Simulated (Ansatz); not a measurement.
An Ansatz input and the part of its output that reports the observables at the nuclei.

The cell is a structure deposited in the COD whose atoms were relaxed with PBE, the cell held.

```yaml
crystal:
  lattice:
    - [0.0, 2.259, 2.259]
    - [2.259, 0.0, 2.259]
    - [2.259, 2.259, 0.0]
  atoms:
    - { symbol: Hf, position: [0.0, 0.0, 0.0] }
    - { symbol: "N", position: [0.5, 0.5, 0.5] }
kpoints:
  mp_grid: { grid: [18, 18, 18] }
scf:
  occupations: { method: fermi_dirac, width: 0.05 }
hamiltonian:
  xc: lda
  pseudopotentials: { kind: paw }
output:
  forces: true
  stress: true
  populations: true
  efg:
    quadrupole_moments_barn: { Hf: 3.365, "N": 0.02044 }
    contact_densities: true
  write_density: true
  write_potential: true
  elf: true
  volumetric_format: npy
```

```sh
ansatz run input.yaml --threads 1 --pin off --max-ram 3072MiB --backend cpu --events-out ev --progress --plain --runs-dir out
```

Of the output, the block on the nuclei alone is shown; the set-up, the SCF iterations, energies, forces and stress are cut.

```
--- PAW observables at the nuclei: V_zz in 10²¹ V/m², potentials from the cell's mean, atoms counted from 1 ---
  atom   1  Hf V_zz =    +0.000000   η = 0.0000   by run symmetry: forbidden   C_q = +0.0000 MHz
            electrostatic potential = -14187.003477 V   contact ρ = 7500133.747039 e/Å³
  atom   2  N  V_zz =    +0.000000   η = 0.0000   by run symmetry: forbidden   C_q = +0.0000 MHz
            electrostatic potential = -527.941432 V   contact ρ = 1390.538992 e/Å³
```

Hardware: 1 thread of Intel Xeon Platinum 8488C (Sapphire Rapids) (x86_64; 16 cores open to the job, memory cap 3.0 GiB, no GPU), a shared host with a load of 0.3 a core. Wall time 7.6 s, CPU time 7.4 s, peak memory 0.49 GiB.

At this cell the LDA pressure is -9 GPa, so with LDA the cell would shrink if it were relaxed.
